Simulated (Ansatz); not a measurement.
Tm2MgC2: rattling a relaxed structure

The cell was found from a structure generator's guess, not taken from experiment.

The calculation used DFT PBE, scalar-relativistic, plane waves, PAW, and for the lanthanide a 4f-in-core norm-conserving potential (Ansatz 0.2.0). Cutoff 690 eV; k points 12×12×12 on the computed 5-atom cell (Γ-centred); Gaussian smearing, width 0.10 eV; no spin polarisation.

The cell below (5 atoms, space group I4/mmm (No. 139)) is relaxed within its symmetry.

```
Tm Mg C
1.0
    -1.76313    1.76313    6.87281
     1.76313   -1.76313    6.87281
     1.76313    1.76313   -6.87281
Tm Mg C
2 1 2
Direct
  0.66598 0.66598 0.00000
  0.33402 0.33402 0.00000
  0.00000 0.00000 0.00000
  0.84211 0.84211 0.00000
  0.15789 0.15789 0.00000
```

For the test a repeat of it with 10 atoms (edges 3.53, 7.05, 7.31 Å) was strained at random (σ = 1.5 % a component), the atoms were moved at random (σ = 0.10 Å), and all was relaxed again on a coarse 6×4×6 mesh (in the run’s order of axes) with 0.20 eV smearing, with no symmetry imposed.

Q: Is the structure stable against such a distortion?

A: It returns, within 1 meV/atom of the unmoved cell on that mesh and with the same symmetry when read at 0.1 Å (C2/m at 0.01 Å, so small strains and shifts remain). No instability shows in this cell; modes of other wave vectors, which need another repeat, aren't tested.

The lanthanide is trivalent by construction, without f bands, f moments or other valences.
